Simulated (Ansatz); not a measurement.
Structure optimisation: silver, dhcp (4H)

Computed with DFT, BLYP, plane waves (420 eV) with PAW, scalar-relativistic (Ansatz). The PAW files were generated under PBE, with cores re-solved for the functional.

k-point mesh 13×13×3, Fermi-Dirac smearing 0.1 eV, no spin polarisation. Cell and atoms relax.

Starting structure:

```cif
data_structure
_symmetry_space_group_name_H-M 'P 1'
_symmetry_Int_Tables_number 1
_cell_length_a 2.8862
_cell_length_b 2.8862
_cell_length_c 10.0000
_cell_angle_alpha 90.000
_cell_angle_beta 90.000
_cell_angle_gamma 120.000
_cell_volume 72.14
loop_
_atom_site_label
_atom_site_type_symbol
_atom_site_fract_x
_atom_site_fract_y
_atom_site_fract_z
_atom_site_occupancy
Ag1 Ag 0.33333 0.66667 0.25000 1
Ag2 Ag 0.66667 0.33333 0.75000 1
Ag3 Ag 0.00000 0.00000 0.00000 1
Ag4 Ag 0.00000 0.00000 0.50000 1
```

Task: What cell does the relaxation end in?

Result: P6_3/mmc with a = 3.001 Å, c = 9.902 Å (c/a = 3.300); 19.30 Å³ per atom against 18.04 at the start (7.0 %).

Task: How much energy does the relaxation gain?

Result: 27.6 meV per atom.
